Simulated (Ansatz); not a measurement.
TePb2Se in space group R-3m (No. 166; Te on 3b, Pb on 6c, Se on 3a), plane-wave PAW r²SCAN (Ansatz code). The conduction-band minimum lies at F, with 3 equivalent valleys. Second derivatives d²E/dk² of the lowest band at one valley (eV·Å²), along Cartesian directions:

```json
[
 {"direction": "[100]", "d²E/dk²": "39.27"},
 {"direction": "[010]", "d²E/dk²": "55.48"},
 {"direction": "[001]", "d²E/dk²": "58.03"},
 {"direction": "[110]", "d²E/dk²": "33.32"},
 {"direction": "[101]", "d²E/dk²": "54.46"},
 {"direction": "[011]", "d²E/dk²": "60.13"}
]
```

Task: Find the principal effective masses, the density-of-states mass and the conductivity mass.

Result: Off-diagonal terms follow from H_xy = H[110] − (H_xx + H_yy)/2, and m*/mₑ = 7.620 eV·Å² over each eigenvalue: 0.12, 0.13, 0.26. One valley's DOS mass (m₁m₂m₃)^(1/3) = 0.16, conductivity mass 3/(Σ 1/mᵢ) = 0.15 mₑ.

Task: What effective density of states Nc follows at 300 K for parabolic valleys?

Result: Nc = 2.509e19 × 3 × (0.16)^(3/2) ≈ 4.8e18 cm⁻³.

The first step of the workflow began from a Materials Project structure, measured or hypothetical; the Crystallography Open Database copy checked does not list it. With Te and Se taken as one species the cell has the higher symmetry Fm-3m, so it may be an ordered model of a mixed-site phase. Its standing as an ambient phase is unchecked. Symmetry was held in the r²SCAN relaxation; its stability against distortions is not shown here. Scalar-relativistic: spin–orbit coupling is off unless named, which matters more the heavier the elements.

Potentials: the later of the program's two PAW sets.

Edges and masses are those of Kohn–Sham bands, whose gap is no quasiparticle gap.
